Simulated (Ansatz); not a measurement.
CeO₂ (fluorite)

```xyz
3
Lattice="0.0000 2.7322 2.7322 2.7322 0.0000 2.7322 2.7322 2.7322 0.0000" Properties=species:S:1:pos:R:3 pbc="T T T"
Ce     0.0000     0.0000     0.0000
O      1.3661     1.3661     1.3661
O      4.0984     4.0984     4.0984
```

The slice is a {100} plane (indices of the conventional cell) through the point (0.000, 0.000, 0.000) (fractional), spanned by u = [100] and v = [0 1 -1] in vectors of this cell: u (3.86 Å) and v (3.86 Å, at 90° to u). It covers one period; positions are fractions (u, v).

All values below come from PBE (plane waves to 420 eV, PAW, scalar-relativistic; Ansatz, a first-principles code). k mesh 10×10×10. Near the nuclei the fields are pseudised (PAW); where an atom keeps semicore shells as valence, they peak there. CeO2 is run without spin polarisation. CeO2 was relaxed with its symmetry unable to fall. The PAW data are Ansatz's earlier set. The f-shell state is unchecked: a lower one may exist.

Question: Predict the map of the electrostatic potential energy of an electron, from the cell's mean on the slice.

Answer: 
```
|xxxxxxxxxxxx002266889988662200xxxxxxxxxx|
|xxxxxxxxxx0000336688998866330000xxxxxxxx|
|xxxxxxxxxx0000447788998877440000xxxxxxxx|
|xxxxxxxx00002255779999997755220000xxxxxx|
|xxxx0000001144668899999988664411000000xx|
|0000000022446688999999999988664422000000|
|2222334455667788999999999988776655443322|
|6666667777888899999999999999888877776666|
|8888888899999999999999999999999999888888|
|9999999999999999999999999999999999999999|
|8888888899999999999999999999999999888888|
|6666667777888899999999999999888877776666|
|2222334455667788999999999988776655443322|
|0000000022446688999999999988664422000000|
|xxxx0000001144668899999988664411000000xx|
|xxxxxxxx00002255779999997755220000xxxxxx|
|xxxxxxxxxx0000447788998877440000xxxxxxxx|
|xxxxxxxxxx0000336688998866330000xxxxxxxx|
|xxxxxxxxxxxx002266889988662200xxxxxxxxxx|
|xxxxxxxxxxxx002266889988662200xxxxxxxxxx|
```
Scale: ten equal steps from 1.00 (start of '0') to 9.32 (end of '9'), in the order '0123456789'. Values: electrostatic potential energy of an electron, from the cell's mean, in eV. The map has 20 points along u (two characters each, u = 0 at the left) and 20 along v (v = 0 in the bottom row). Points within 1 Å of a nucleus are blanked (x), as the pseudised field means little there. Values under 1 eV are set to 1. The zero, the cell's mean, hangs on the PAW cores.
